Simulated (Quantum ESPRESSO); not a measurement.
Ga4N3As, input and log of a self-consistent run

Simulated, not a measurement. The program is pw.x of Quantum ESPRESSO 7.5 (plane-wave density functional theory). The cell is made up: 8 atoms on a wurtzite lattice, with randomly drawn elements, strain and displacements, not relaxed. PseudoDojo standard norm-conserving files (v0.5 for PBE, v0.4.1 for LDA and PBEsol) set the functional; there is no spin polarisation, spin-orbit coupling or dispersion term, and the masses in the input are unused placeholders.

Input:

```
&control calculation='scf', pseudo_dir='./dojo.nc.sr.pbe.v0_5.standard.upf', outdir='./o', disk_io='medium', tprnfor=.true., tstress=.true. /
&system ibrav=0, nat=8, ntyp=3, nbnd=47, ecutwfc=84.00895049, nosym=.true., tot_charge=0,
 occupations='smearing', smearing='fd', degauss=0.0018374661
/
&electrons conv_thr=7.350e-09, electron_maxstep=60, /
ATOMIC_SPECIES
As 1.0 As.upf
Ga 1.0 Ga.upf
N 1.0 N.upf
CELL_PARAMETERS angstrom
3.3358 -0.009 0.059
-0.0157 5.8219 0.0221
0.0963 0.0208 5.4528
ATOMIC_POSITIONS angstrom
Ga -0.0163 -0.032 -0.011
Ga 1.6366 2.8862 0.022
Ga 1.7447 0.9883 2.7931
Ga 0.0551 3.9932 2.7267
N 0.1112 -0.0809 1.9838
N 1.6584 2.8915 2.02
As 1.7565 0.9845 4.8418
N 0.1732 3.9098 4.7927
K_POINTS automatic
5 4 4 1 1 1
```

The log is shortened where brackets say so; the opening notice, blank lines, dates and the lines on written files are dropped, and the path of the files is cut. It prints rydbergs, bohrs and kilobars, and counts compression as positive stress. With no partly filled state, the Fermi energy that it prints is only some level between the filled and the empty states on the mesh, and need not lie in the true gap.

```
     Program PWSCF v.7.5
     Parallel version (MPI & OpenMP), running on       1 processor cores
     Number of MPI processes:                 1
     Threads/MPI process:                     1
     [start-up lines left out]
     bravais-lattice index     =            0
     lattice parameter (alat)  =       6.3048  a.u.
     unit-cell volume          =     714.3904 (a.u.)^3
     number of atoms/cell      =            8
     number of atomic types    =            3
     number of electrons       =        82.00
     number of Kohn-Sham states=           47
     kinetic-energy cutoff     =      84.0090  Ry
     charge density cutoff     =     336.0358  Ry
     scf convergence threshold =      7.3E-09
     mixing beta               =       0.7000
     number of iterations used =            8  plain     mixing
     Exchange-correlation= PBE
                           (   1   4   3   4   0   0   0)
     [axes and pseudopotential details left out]
   Cartesian axes
     site n.     atom                  positions (alat units)
         1        Ga     tau(   1) = (  -0.0048856  -0.0095914  -0.0032970  )
         2        Ga     tau(   2) = (   0.4905384   0.8650813   0.0065941  )
         3        Ga     tau(   3) = (   0.5229393   0.2962234   0.8371764  )
         4        Ga     tau(   4) = (   0.0165151   1.1968826   0.8172743  )
         5        N      tau(   5) = (   0.0333300  -0.0242482   0.5946048  )
         6        N      tau(   6) = (   0.4970726   0.8666699   0.6054550  )
         7        As     tau(   7) = (   0.5264761   0.2950844   1.4512337  )
         8        N      tau(   8) = (   0.0519133   1.1718851   1.4365169  )
     number of k points=    40  Fermi-Dirac smearing, width (Ry)=  0.0018
                       cart. coord. in units 2pi/alat
        k(    1) = (   0.0988922   0.0716173   0.0744624), wk =   0.0500000
        k(    2) = (   0.0961843   0.0710291   0.2274768), wk =   0.0500000
     [further k points left out]
     Dense  grid:    74281 G-vectors     FFT dimensions: (  40,  72,  64)
     Estimated max dynamical RAM per process >     102.44 MB
     Initial potential from superposition of free atoms
     starting charge      81.9890, renormalised to      82.0000
     Starting wfcs are   57 randomized atomic wfcs
     total cpu time spent up to now is       10.6 secs
     per-process dynamical memory:    81.4 Mb
     Self-consistent Calculation
     iteration #  1     ecut=    84.01 Ry     beta= 0.70
     Davidson diagonalization with overlap
     ethr =  1.00E-02,  avg # of iterations =  4.0
     total cpu time spent up to now is       37.2 secs
     total energy              =    -885.08843388 Ry
     estimated scf accuracy    <       1.79106595 Ry
     iteration #  2     ecut=    84.01 Ry     beta= 0.70
     Davidson diagonalization with overlap
     ethr =  2.18E-03,  avg # of iterations =  5.0
     total cpu time spent up to now is       62.8 secs
     total energy              =    -885.35956289 Ry
     estimated scf accuracy    <       3.32870477 Ry
     iteration #  3     ecut=    84.01 Ry     beta= 0.70
     Davidson diagonalization with overlap
     ethr =  2.18E-03,  avg # of iterations =  3.0
     total cpu time spent up to now is       92.6 secs
     total energy              =    -885.95262084 Ry
     estimated scf accuracy    <       0.06241414 Ry
     iteration #  4     ecut=    84.01 Ry     beta= 0.70
     Davidson diagonalization with overlap
     ethr =  7.61E-05,  avg # of iterations =  6.7
     total cpu time spent up to now is      123.7 secs
     total energy              =    -885.97727736 Ry
     estimated scf accuracy    <       0.01258480 Ry
     iteration #  5     ecut=    84.01 Ry     beta= 0.70
     Davidson diagonalization with overlap
     ethr =  1.53E-05,  avg # of iterations =  6.4
     total cpu time spent up to now is      151.1 secs
     total energy              =    -885.97832105 Ry
     estimated scf accuracy    <       0.00756679 Ry
     [iterations 6 to 7 left out]
     iteration #  8     ecut=    84.01 Ry     beta= 0.70
     Davidson diagonalization with overlap
     ethr =  3.86E-08,  avg # of iterations =  3.7
     total cpu time spent up to now is      228.7 secs
     total energy              =    -885.97999750 Ry
     estimated scf accuracy    <       0.00000726 Ry
     iteration #  9     ecut=    84.01 Ry     beta= 0.70
     Davidson diagonalization with overlap
     ethr =  8.86E-09,  avg # of iterations =  2.9
     total cpu time spent up to now is      257.4 secs
     total energy              =    -885.97999942 Ry
     estimated scf accuracy    <       0.00000183 Ry
     iteration # 10     ecut=    84.01 Ry     beta= 0.70
     Davidson diagonalization with overlap
     ethr =  2.23E-09,  avg # of iterations =  2.0
     total cpu time spent up to now is      281.8 secs
     total energy              =    -885.97999975 Ry
     estimated scf accuracy    <       0.00000015 Ry
     iteration # 11     ecut=    84.01 Ry     beta= 0.70
     Davidson diagonalization with overlap
     ethr =  1.84E-10,  avg # of iterations =  3.7
     total cpu time spent up to now is      317.1 secs
     total energy              =    -885.97999980 Ry
     estimated scf accuracy    <       0.00000002 Ry
     iteration # 12     ecut=    84.01 Ry     beta= 0.70
     Davidson diagonalization with overlap
     ethr =  2.23E-11,  avg # of iterations =  2.0
     total cpu time spent up to now is      349.1 secs
     End of self-consistent calculation
          k = 0.0989 0.0716 0.0745 (  9292 PWs)   bands (ev):
   -24.5072 -24.4979 -24.4854 -24.4356 -24.4290  -4.7106  -4.3453  -4.1759
    -3.9165  -3.9008  -3.7864  -3.6189  -3.5770  -3.5161  -3.4192  -3.4004
    -3.3118  -3.2650  -3.2451  -3.1736  -3.1050  -3.0332  -2.8960  -2.7221
    -2.7097  -2.6774  -1.6076  -1.3481  -0.6482   3.7984   4.1269   5.4466
     6.8597   7.8621   8.6705   9.1619   9.4631   9.6798   9.9077  10.5949
    10.8703  13.3376  14.3966  15.1398  16.1115  17.2170  17.5693
     [levels at the other k points left out]
     the Fermi energy is    12.5184 ev
!    total energy              =    -885.97999980 Ry
     estimated scf accuracy    <          3.1E-09 Ry
     smearing contrib. (-TS)   =      -0.00000000 Ry
     internal energy E=F+TS    =    -885.97999980 Ry
     The total energy is F=E-TS. E is the sum of the following terms:
     one-electron contribution =    -357.62333135 Ry
     hartree contribution      =     251.60094787 Ry
     xc contribution           =    -233.96560479 Ry
     ewald contribution        =    -545.99201153 Ry
     convergence has been achieved in  12 iterations
     Forces acting on atoms (cartesian axes, Ry/au):
     atom    1 type  2   force =    -0.00083652   -0.27506397    0.17222907
     atom    2 type  2   force =     0.02036922    0.29727438    0.10001428
     atom    3 type  2   force =    -0.00104288   -0.00042151   -0.30473978
     atom    4 type  2   force =     0.00104256   -0.07652869    0.00135865
     atom    5 type  3   force =    -0.01490131    0.06096436    0.02141242
     atom    6 type  3   force =     0.01439504    0.01250698    0.03237045
     atom    7 type  1   force =     0.01856185   -0.02272167   -0.00751670
     atom    8 type  3   force =    -0.03758795    0.00399012   -0.01512838
     Total force =     0.557875     Total SCF correction =     0.000372
     Computing stress (Cartesian axis) and pressure
          total   stress  (Ry/bohr**3)                   (kbar)     P=      221.04
   0.00146305   0.00000826  -0.00012983          215.22        1.22      -19.10
   0.00000826   0.00159259  -0.00006369            1.22      234.28       -9.37
  -0.00012983  -0.00006369   0.00145210          -19.10       -9.37      213.61
     init_run     :     10.29s CPU     10.52s WALL (       1 calls)
     electrons    :    318.46s CPU    338.51s WALL (       1 calls)
     forces       :      3.43s CPU      3.48s WALL (       1 calls)
     stress       :     13.51s CPU     13.62s WALL (       1 calls)
     [timing details left out]
     PWSCF        :   5m45.90s CPU   6m 6.61s WALL
     JOB DONE.
```

In other units: free energy -12054.372 eV for the cell, pressure 22.10 GPa, largest force component 7.835 eV/Å. A rerun of a related cell, with the same atoms placed differently, at 1437 eV and a 7 x 6 x 6 mesh moved values by no more than 0.020 eV in energy, 0.20 GPa in stress and 0.005 eV/Å in force.